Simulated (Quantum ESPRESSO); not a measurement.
# Al$_{2}$O$_{3}$ (R-3c) under strain

```xyz
10
Lattice="2.4025 1.3871 4.3721 -2.4025 1.3871 4.3721 0.0000 -2.7742 4.3721" Properties=species:S:1:pos:R:3 pbc="T T T"
Al     0.0000     0.0000     1.9399
Al     0.0000     0.0000    11.1764
Al     0.0000     0.0000     4.6182
Al     0.0000     0.0000     8.4980
O      0.9315     1.3871     7.6511
O     -0.9315    -1.3871     5.4651
O     -1.6670     0.1132     7.6511
O      1.6670    -0.1132     5.4651
O      0.7355    -1.5003     7.6511
O     -0.7355     1.5003     5.4651
```
The geometry is a computed Materials Project entry, not a measured one. It is Al2O3 in R-3c. Stability against distortions was not tested.

Isotropic strain: all lattice vectors are scaled together, so the volume changes by about three times as much; fractional positions kept.

Method: field gradients by the PAW reconstruction of the field gradient on a scalar-relativistic PBE ground state (a modified build of Quantum ESPRESSO, JTH datasets), 22.5 Ha, k-mesh 6×6×6 through Γ. Values are those of the named site's first atom. Cores are frozen. Against all-electron runs on small test molecules, this scheme's |Vzz| missed by −7 % on Al, −2 to +6 % on O.

Unchanged cell: Vzz Al (a.u.) = 0.057, Vzz O (a.u.) = -0.404.

### Question
How do these values move along the path (lattice scale factor: 0.98, 1.02)?

### Answer
| lattice scale factor | Vzz Al (a.u.) | Vzz O (a.u.) |
|---|---|---|
| 0.98 | 0.063 | -0.370 |
| 1 | 0.057 | -0.404 |
| 1.02 | 0.052 | -0.437 |
